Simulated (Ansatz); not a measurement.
Ansatz (an electronic-structure program) input:

Ansatz 0.2 input:
```yaml
crystal:
  lattice:
    - [0.0, 2.0905404732, 2.0905404732]
    - [2.0905404732, 0.0, 2.0905404732]
    - [2.0905404732, 2.0905404732, 0.0]
  atoms:
    - { symbol: Ga, position: [0.0, 0.0, 0.0] }
    - { symbol: N, position: [0.5, 0.5, 0.5] }
kpoints:
  mp_grid: { grid: [11, 11, 11] }
hamiltonian:
  xc: lda
  pseudopotentials: { azcp: { folder: ./paw }, kind: paw }
scf:
  occupations: { method: fixed }
elastic: { mode: relaxed_ion, stencil: two_point, amplitude: 0.005, f_tol: 0.0005 }
```

Output (shortened):

```
Pseudopotential: Ga, paw, valence charge 13
Pseudopotential: N, paw, valence charge 5
Functional definition: SPW92
Crystal: 2 atoms, lattice volume = 18.273 Å³
Basis set: ecut = 420 eV, 339 PW (Γ)
Bands: 13, of which v1, the nominal top of the filled ones, is band 9 counted from 1 (8 counted from 0)
Symmetry: 48 space group operations
Space group: Fm-3m (ITA 225), of the structure as read, at distance tolerance 2.6e-5 Å
k-points: 56 of 1331
SCF iter   1: F=—  HF=-4081.682442 eV  |F-HF|=—  |Δ(HF+E_count)|=         —  Δρ=1.15e-1  dr2=1.68e0  ethr=3.10e-3  ⟨swp⟩=4.0  Hψ=3263  notcnv=0  defer=86
preconditioner: auto → none
SCF iter   2: F=—  HF=-4081.295714 eV  |F-HF|=—  |Δ(HF+E_count)|=   3.87e-1  Δρ=5.80e-2  dr2=3.20e-1  ethr=3.10e-3  ⟨swp⟩=2.0  Hψ=1552  notcnv=0  defer=24
SCF iter   3: F=—  HF=-4081.223255 eV  |F-HF|=—  |Δ(HF+E_count)|=   7.25e-2  Δρ=2.10e-2  dr2=3.27e-2  ethr=1.78e-3  ⟨swp⟩=2.1  Hψ=1074  notcnv=0  defer=103
SCF iter   4: F=—  HF=-4081.218896 eV  |F-HF|=—  |Δ(HF+E_count)|=   4.36e-3  Δρ=1.04e-2  dr2=7.27e-3  ethr=1.81e-4  ⟨swp⟩=2.1  Hψ=1404  notcnv=0  defer=109
SCF iter   5: F=—  HF=-4081.216048 eV  |F-HF|=—  |Δ(HF+E_count)|=   2.85e-3  Δρ=1.44e-3  dr2=1.50e-4  ethr=4.04e-5  ⟨swp⟩=2.0  Hψ=1331  notcnv=0  defer=109
SCF iter   6: F=—  HF=-4081.215998 eV  |F-HF|=—  |Δ(HF+E_count)|=   4.93e-5  Δρ=1.06e-4  dr2=7.42e-7  ethr=8.36e-7  ⟨swp⟩=2.0  Hψ=1254  notcnv=0  defer=45
SCF iter   7: F=—  HF=-4081.215997 eV  |F-HF|=—  |Δ(HF+E_count)|=   8.92e-7  Δρ=7.23e-6  dr2=3.77e-9  ethr=4.12e-9  ⟨swp⟩=2.3  Hψ=1213  notcnv=0
SCF iter   8: F=—  HF=-4081.215997 eV  |F-HF|=—  |Δ(HF+E_count)|=  2.41e-10  Δρ=2.84e-7  dr2=5.84e-12  ethr=2.10e-11  ⟨swp⟩=2.1  Hψ=1055  notcnv=0
SCF iter   9: F=-4081.215997 eV  HF=-4081.215997 eV  |F-HF|=4.55e-13  |Δ(HF+E_count)|=  2.73e-12  Δρ=3.47e-8  dr2=8.49e-14  ethr=1.00e-12  ⟨swp⟩=4.2  Hψ=3966  notcnv=0
SCF 1 converged in 9 iterations: F = -4081.215997 eV  dr2 = 8.49e-14
Crystal: 2 atoms, lattice volume = 18.181 Å³
Symmetry: 16 space group operations
k-points: 126 of 1331
iter 1 solved again at ethr=1.22e-6 eV; its pass at ethr=3.10e-3 eV (dr2=2.20e-4 eV) is discarded
SCF iter   1: F=—  HF=-4081.215515 eV  |F-HF|=—  |Δ(HF+E_count)|=         —  Δρ=1.20e-3  dr2=2.30e-4  ethr=1.22e-6  ⟨swp⟩=2.0  Hψ=9442  notcnv=0  defer=242
preconditioner: auto → none
SCF iter   2: F=—  HF=-4081.215452 eV  |F-HF|=—  |Δ(HF+E_count)|=   6.32e-5  Δρ=4.99e-4  dr2=3.41e-5  ethr=1.22e-6  ⟨swp⟩=2.0  Hψ=2566  notcnv=0  defer=223
SCF iter   3: F=—  HF=-4081.215441 eV  |F-HF|=—  |Δ(HF+E_count)|=   1.01e-5  Δρ=1.38e-4  dr2=1.89e-6  ethr=1.89e-7  ⟨swp⟩=2.0  Hψ=2036  notcnv=0  defer=3
SCF iter   4: F=—  HF=-4081.215440 eV  |F-HF|=—  |Δ(HF+E_count)|=   1.13e-6  Δρ=5.00e-5  dr2=2.24e-7  ethr=1.05e-8  ⟨swp⟩=2.4  Hψ=2826  notcnv=0  defer=1
SCF iter   5: F=—  HF=-4081.215440 eV  |F-HF|=—  |Δ(HF+E_count)|=   1.18e-7  Δρ=7.30e-6  dr2=2.59e-9  ethr=1.24e-9  ⟨swp⟩=2.1  Hψ=2587  notcnv=0  defer=1
SCF iter   6: F=—  HF=-4081.215440 eV  |F-HF|=—  |Δ(HF+E_count)|=  3.94e-10  Δρ=3.64e-7  dr2=5.71e-12  ethr=1.44e-11  ⟨swp⟩=2.5  Hψ=2715  notcnv=0  defer=1
SCF iter   7: F=—  HF=-4081.215440 eV  |F-HF|=—  |Δ(HF+E_count)|=  2.73e-12  Δρ=5.39e-8  dr2=1.52e-13  ethr=3.17e-14 (applied; sched 1.00e-12)  ⟨swp⟩=2.0  Hψ=2748  notcnv=0  defer=1
SCF iter   8: F=-4081.215440 eV  HF=-4081.215440 eV  |F-HF|=4.55e-13  |Δ(HF+E_count)|=    0.00e0  Δρ=1.27e-9  dr2=1.21e-16  ethr=1.00e-12  ⟨swp⟩=3.8  Hψ=4928  notcnv=0
SCF 2 converged in 8 iterations: F = -4081.215440 eV  dr2 = 1.21e-16
Crystal: 2 atoms, lattice volume = 18.364 Å³
iter 1 solved again at ethr=6.25e-9 eV; its pass at ethr=3.10e-3 eV (dr2=1.12e-6 eV) is discarded
SCF iter   1: F=—  HF=-4081.215456 eV  |F-HF|=—  |Δ(HF+E_count)|=         —  Δρ=5.03e-4  dr2=1.17e-6  ethr=6.25e-9  ⟨swp⟩=2.2  Hψ=8957  notcnv=0  defer=133
preconditioner: auto → none
SCF iter   2: F=—  HF=-4081.215472 eV  |F-HF|=—  |Δ(HF+E_count)|=   1.59e-5  Δρ=2.51e-4  dr2=2.79e-7  ethr=6.25e-9  ⟨swp⟩=1.4  Hψ=1705  notcnv=0  defer=133
SCF iter   3: F=—  HF=-4081.215477 eV  |F-HF|=—  |Δ(HF+E_count)|=   4.92e-6  Δρ=7.25e-5  dr2=1.14e-7  ethr=1.55e-9  ⟨swp⟩=2.1  Hψ=2095  notcnv=0  defer=133
SCF iter   4: F=—  HF=-4081.215477 eV  |F-HF|=—  |Δ(HF+E_count)|=   3.67e-7  Δρ=2.36e-6  dr2=2.49e-10  ethr=6.31e-10  ⟨swp⟩=2.7  Hψ=2547  notcnv=0  defer=134
SCF iter   5: F=—  HF=-4081.215477 eV  |F-HF|=—  |Δ(HF+E_count)|=  3.64e-12  Δρ=3.60e-7  dr2=8.34e-12  ethr=1.38e-12  ⟨swp⟩=2.2  Hψ=2572  notcnv=0  defer=133
SCF iter   6: F=—  HF=-4081.215477 eV  |F-HF|=—  |Δ(HF+E_count)|=  9.09e-13  Δρ=3.58e-8  dr2=1.02e-13  ethr=4.63e-14 (applied; sched 1.00e-12)  ⟨swp⟩=2.3  Hψ=2463  notcnv=0  defer=133
SCF iter   7: F=-4081.215477 eV  HF=-4081.215477 eV  |F-HF|=4.55e-13  |Δ(HF+E_count)|=  4.55e-13  Δρ=2.58e-9  dr2=3.80e-16  ethr=1.00e-12  ⟨swp⟩=3.6  Hψ=4620  notcnv=0
SCF 3 converged in 7 iterations: F = -4081.215477 eV  dr2 = 3.80e-16
Crystal: 2 atoms, lattice volume = 18.273 Å³
Symmetry: 8 space group operations
k-points: 216 of 1331
iter 1 solved again at ethr=1.15e-7 eV; its pass at ethr=3.10e-3 eV (dr2=2.07e-5 eV) is discarded
SCF iter   1: F=—  HF=-4081.215697 eV  |F-HF|=—  |Δ(HF+E_count)|=         —  Δρ=5.84e-4  dr2=2.64e-5  ethr=1.15e-7  ⟨swp⟩=2.0  Hψ=16221  notcnv=0  defer=405
preconditioner: auto → none
SCF iter   2: F=—  HF=-4081.215688 eV  |F-HF|=—  |Δ(HF+E_count)|=   8.96e-6  Δρ=2.54e-4  dr2=4.12e-6  ethr=1.15e-7  ⟨swp⟩=1.9  Hψ=4340  notcnv=0  defer=46
SCF iter   3: F=—  HF=-4081.215686 eV  |F-HF|=—  |Δ(HF+E_count)|=   1.72e-6  Δρ=1.93e-5  dr2=1.17e-8  ethr=2.29e-8  ⟨swp⟩=2.2  Hψ=4253  notcnv=0  defer=4
SCF iter   4: F=—  HF=-4081.215686 eV  |F-HF|=—  |Δ(HF+E_count)|=   2.06e-8  Δρ=6.04e-6  dr2=6.36e-9  ethr=6.51e-11  ⟨swp⟩=2.0  Hψ=4574  notcnv=0  defer=2
SCF iter   5: F=—  HF=-4081.215686 eV  |F-HF|=—  |Δ(HF+E_count)|=   2.20e-9  Δρ=9.82e-7  dr2=7.06e-11  ethr=3.53e-11  ⟨swp⟩=2.9  Hψ=4694  notcnv=0  defer=2
SCF iter   6: F=—  HF=-4081.215686 eV  |F-HF|=—  |Δ(HF+E_count)|=  8.64e-12  Δρ=1.78e-7  dr2=1.62e-12  ethr=3.92e-13 (applied; sched 1.00e-12)  ⟨swp⟩=2.3  Hψ=4478  notcnv=0  defer=2
SCF iter   7: F=-4081.215686 eV  HF=-4081.215686 eV  |F-HF|=9.09e-13  |Δ(HF+E_count)|=  1.82e-12  Δρ=2.32e-8  dr2=4.54e-14  ethr=1.00e-12  ⟨swp⟩=4.2  Hψ=9643  notcnv=0
SCF 4 converged in 7 iterations: F = -4081.215686 eV  dr2 = 4.54e-14
Crystal: 2 atoms, lattice volume = 18.273 Å³
iter 1 solved again at ethr=3.24e-9 eV; its pass at ethr=3.10e-3 eV (dr2=5.84e-7 eV) is discarded
SCF iter   1: F=—  HF=-4081.215673 eV  |F-HF|=—  |Δ(HF+E_count)|=         —  Δρ=3.91e-4  dr2=5.81e-7  ethr=3.24e-9  ⟨swp⟩=2.0  Hψ=15189  notcnv=0  defer=244
preconditioner: auto → none
SCF iter   2: F=—  HF=-4081.215683 eV  |F-HF|=—  |Δ(HF+E_count)|=   9.76e-6  Δρ=1.96e-4  dr2=1.45e-7  ethr=3.23e-9  ⟨swp⟩=1.0  Hψ=2808  notcnv=0  defer=244
SCF iter   3: F=—  HF=-4081.215686 eV  |F-HF|=—  |Δ(HF+E_count)|=   3.26e-6  Δρ=8.18e-6  dr2=1.09e-8  ethr=8.05e-10  ⟨swp⟩=1.0  Hψ=2808  notcnv=0  defer=244
SCF iter   4: F=—  HF=-4081.215686 eV  |F-HF|=—  |Δ(HF+E_count)|=   3.04e-9  Δρ=2.45e-7  dr2=8.57e-12  ethr=6.03e-11  ⟨swp⟩=2.0  Hψ=3456  notcnv=0  defer=244
SCF iter   5: F=—  HF=-4081.215686 eV  |F-HF|=—  |Δ(HF+E_count)|=  9.55e-12  Δρ=6.83e-8  dr2=3.05e-13  ethr=4.76e-14 (applied; sched 1.00e-12)  ⟨swp⟩=2.0  Hψ=4745  notcnv=0  defer=244
SCF iter   6: F=-4081.215686 eV  HF=-4081.215686 eV  |F-HF|=9.09e-13  |Δ(HF+E_count)|=  9.09e-13  Δρ=2.86e-8  dr2=5.20e-14  ethr=1.00e-12  ⟨swp⟩=4.0  Hψ=9404  notcnv=0
SCF 5 converged in 6 iterations: F = -4081.215686 eV  dr2 = 5.20e-14
SCF converged after 9 iterations
Free energy (F): -4081.215997 eV
Harris-Foulkes:  -4081.215997 eV  (|F-HF|=4.55e-13)
Internal energy: -4081.215997 eV  (E = F + TS)
E sigma→0 (E₀):  -4081.215997 eV
Fermi energy:    13.407166 eV
--- Per-component energies (eV) ---
  E_band       = 49.828303
  E_kinetic    = 243.110237
  E_local      = -1105.895829  (includes V_loc(G=0)·N_el)
  E_nonlocal   = -50.236909
  E_hartree    = 769.703445
  E_xc         = -122.036958
  E_vxc        = -131.827547  (∫ρ·V_xc dr)
  E_paw        = -2042.065259  (= ΣΔE_a)
  E_vpaw       = -444.728919  (= ΣTr[D̂ρ^β])
  E_aug_tail   = 0.000391  (compensation charges beyond the density's cutoff)
  E_ewald      = -1775.603640
  E_core_change = 1.808525  (= ΣΔE_core)
  E_smearing   =  0.000000  (= −TS)
  E_closure    = 0.000000  (closes the sum)
  Σ components = -4081.215997   (vs F -4081.215997, Δ=0.00e0)
  [band-id]    e_kinetic+e_local+e_nonlocal+2·e_hartree+e_vxc+e_vpaw+e_augmentation_tail = 49.828312   (vs E_band 49.828303, Δ=9.69e-6)
--- Forces (eV/Å), atoms counted from 1 ---
  atom   1  Ga     0.00000000     0.00000000     0.00000000
  atom   2  N      0.00000000     0.00000000     0.00000000
  max |Σ_I F_I| component: 0.0 eV/Å
--- Stress (GPa, compression-positive) ---
        0.001527       0.000000       0.000000
        0.000000       0.001527       0.000000
        0.000000       0.000000       0.001527
  P = ⅓ Tr σ = 0.0015 GPa (0.015 kbar)
--- Band table (eV; the first three rows and the last of 56) ---
  k-point 0: bands = ["-4.1331", "-0.7493", "-0.7493", "-0.7493", "-0.6423", "-0.6423", "12.8331", "12.8331", "12.8331", "16.0610", "28.1409", "28.1409", "28.1409"]
  k-point 1: bands = ["-3.9639", "-0.7567", "-0.7400", "-0.7400", "-0.6547", "-0.6547", "11.8619", "12.8550", "12.8550", "16.8346", "25.9623", "27.5341", "27.5341"]
  k-point 2: bands = ["-3.4695", "-0.7759", "-0.7534", "-0.7534", "-0.6489", "-0.6489", "10.0306", "12.9205", "12.9205", "17.9945", "23.9774", "25.9535", "25.9535"]
  k-point 55: bands = ["-2.1467", "-0.7904", "-0.7206", "-0.7120", "-0.4490", "2.2317", "7.5802", "7.6059", "9.3457", "18.4750", "22.8713", "24.0784", "24.2524"]
--- Elastic constants: 2 strain directions × 2 members + reference (group order 48) ---
  dense FFT box of the reference and of every strained cell: 20×20×20
  strains applied: 11, 23; error gains: componentwise 1.00 (the most a stress slope's error grows in a printed constant), spectral 1.73 (1 for all six strains …
  C = ∂σ_k/∂η_j (tension-positive GPa; Voigt order 11 22 33 23 13 12):
       387.301    181.050    181.050      0.000      0.000      0.000
       181.050    387.301    181.050      0.000      0.000      0.000
       181.050    181.050    387.301      0.000      0.000      0.000
         0.000      0.000      0.000    228.432      0.000      0.000
         0.000      0.000      0.000      0.000    228.432      0.000
         0.000      0.000      0.000      0.000      0.000    228.432
  reference stress σ⁰ (GPa):     -0.002     -0.002     -0.002      0.000      0.000      0.000
  C* (energy form; C + prestress term) asymmetry max|C*_kj − C*_jk| = 2.842e-14 GPa — a small one proves nothing (zero by symmetry where the batch's group is …
  moduli (Voigt/Reuss/Hill, GPa): K = 249.80/249.80/249.80   G = 178.31/153.72/166.01   E = 407.72   ν = 0.228
  mechanically stable: yes (min eigenvalue of sym C = 206.25 GPa)
  where every solve meets its electron count the energy-path curvature estimates C_jj along a normal strain and C_jj − ¼(σ⁰_aa + σ⁰_bb) along a shear (ab), of …
  strain η (Voigt 11):  stress-route row diagonal C_11 = 387.30 GPa, energy-path curvature d²(F+E_count+ΔE)/dδ²/Ω₀ = 386.79 GPa
         δ    σ_11 (GPa)             F (eV)   n_scf  n_hpsi   n_pw
    -5.000e-3      -1.9945       -4081.2154402       8   31878    367   relax 0 steps, max|allowed force component| 0.0 eV/Å
     5.000e-3       1.8785       -4081.2154774       7   26981    373   relax 0 steps, max|allowed force component| 0.0 eV/Å
  strain η (Voigt 23):  stress-route row diagonal C_44 = 228.43 GPa, energy-path curvature d²(F+E_count+ΔE)/dδ²/Ω₀ = 227.85 GPa
         δ    σ_23 (GPa)             F (eV)   n_scf  n_hpsi   n_pw
    -5.000e-3      -1.1422       -4081.2156861       7   51679    369   relax 0 steps, max|allowed force component| 0.0 eV/Å
     5.000e-3       1.1422       -4081.2156861       6   41874    369   relax 0 steps, max|allowed force component| 0.0 eV/Å
```

Cost: around 4 core-seconds (rough) on shared cores.

This is a known high-pressure phase of the composition, computed here at zero pressure and temperature. The cell was relaxed with LDA under the symmetry of its start; phonons on a q-mesh show no instability. Spin–orbit coupling is left out wherever it is not named.

Potentials: the earlier of the program's two PAW sets.

Ansatz is a plane-wave DFT program.
